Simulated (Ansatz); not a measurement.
TiH2Se6: input and output

input.yaml (Ansatz 0.2.0)

```yaml
crystal:
  lattice:
    - [3.052355, 5.286832, 0.0]
    - [-3.052355, 5.286832, 0.0]
    - [0.0, 0.0, 4.963789]
  atoms:
    - { symbol: H, position: [0.33333, 0.33334, 0.69254] }
    - { symbol: H, position: [0.66667, 0.66666, 0.30746] }
    - { symbol: Ti, position: [0.0, 0.0, 0.0] }
    - { symbol: Se, position: [0.15549, 0.1555, 0.22237] }
    - { symbol: Se, position: [0.68901, 0.15549, 0.22237] }
    - { symbol: Se, position: [0.1555, 0.68901, 0.22237] }
    - { symbol: Se, position: [0.31099, 0.8445, 0.77763] }
    - { symbol: Se, position: [0.8445, 0.84451, 0.77763] }
    - { symbol: Se, position: [0.84451, 0.31099, 0.77763] }
  symmetry: { tolerance: 0.0003 }
kpoints:
  mp_grid: { grid: [7, 7, 7], shift: [0, 0, 0] }
  band_path:
    path:
      - [0.0, 0.0, 0.0]
      - [0.5, 0.5, 0.0]
      - [0.33333333, 0.66666667, 0.0]
      - [0.0, 0.0, 0.0]
      - [0.0, 0.0, 0.5]
      - [0.5, 0.5, 0.5]
      - [0.33333333, 0.66666667, 0.5]
      - [0.0, 0.0, 0.5]
      - [0.5, 0.5, 0.5]
      - [0.5, 0.5, 0.0]
      - [0.33333333, 0.66666667, 0.5]
    npoints: 6
magnetization:
  spin_polarized: false
scf:
  occupations: { method: fermi_dirac }
  lower_state_search: "off"
  max_iter: 200
hamiltonian:
  pseudopotentials: { kind: paw }
  xc: pbe
basis:
  ecutwfc: 420
  fft_grid_basis: typed
output:
  forces: true
  stress: true
  eigenvalues: true
  bader: true
  populations: true
  elf: true
  write_potential: true
  volumetric_format: npy
  dos:
    e_range: [-12, 8]
    de: 0.05
    projected: { site_lists: { H: [H], Se: [Se], Ti: [Ti] } }
checkpoint:
  read: saved_state
```

The run starts from an earlier solution of this cell. 

Excerpt of what it printed:

```
SCF iter   1: F=—  Δρ=1.13e-3  dr2=3.77e-3
SCF iter   2: F=—  Δρ=7.05e-4  dr2=1.99e-3
SCF iter   3: F=—  Δρ=1.99e-4  dr2=9.30e-5
SCF iter   4: F=—  Δρ=5.02e-5  dr2=7.57e-6
SCF iter   5: F=—  Δρ=2.32e-5  dr2=1.09e-6
SCF iter   6: F=—  Δρ=9.17e-6  dr2=1.13e-7
SCF iter   7: F=-35328.2282 eV  Δρ=2.35e-6  dr2=1.05e-8
Free energy (F): -35328.2282 eV
Harris-Foulkes:  -35328.2282 eV  (|F-HF|=7.44e-9)
Internal energy: -35328.0527 eV  (E = F + TS)
E sigma→0 (E₀):  -35328.1404 eV
Entropy (-TS):   -0.1755 eV (-19.499 meV/atom)
Fermi energy:    9.3221 eV
--- Forces (eV/Å), atoms counted from 1 ---
  atom   1  H      0.0000     0.0000     0.0569
  atom   2  H      0.0000     0.0000    -0.0569
  atom   3  Ti     0.0000     0.0000     0.0000
  atom   4  Se     0.0000     9.6103     6.6611
  atom   5  Se    -8.3228    -4.8052     6.6611
  atom   6  Se     8.3228    -4.8052     6.6611
  atom   7  Se     8.3228     4.8052    -6.6611
  atom   8  Se     0.0000    -9.6103    -6.6611
  atom   9  Se    -8.3228     4.8052    -6.6611
--- Stress (GPa, compression-positive) ---
       43.8721       0.0000       0.0000
        0.0000      43.8721       0.0000
        0.0000       0.0000      43.8431
  P = ⅓ Tr σ = 43.8624 GPa (438.624 kbar)
--- Bader charges: 9 sites ---
  site symbol  charge [e]  shift [e]
     0      H     -0.2200     0.0000
     1      H     -0.2200     0.0000
     2     Ti      0.6214     0.0021
     3     Se     -0.0302     0.0004
     4     Se     -0.0302     0.0004
     5     Se     -0.0302     0.0004
     6     Se     -0.0302     0.0004
     7     Se     -0.0302     0.0004
     8     Se     -0.0302     0.0004
```

Total energies depend on the potentials used, so only differences within one code and one set of settings carry meaning.

Origin: a known structure type with other elements, at an estimated volume, so it need not be a known compound. Caveats: many states at the Fermi level without spin polarisation, so a magnetic state may lie lower; atoms or cell far from equilibrium.
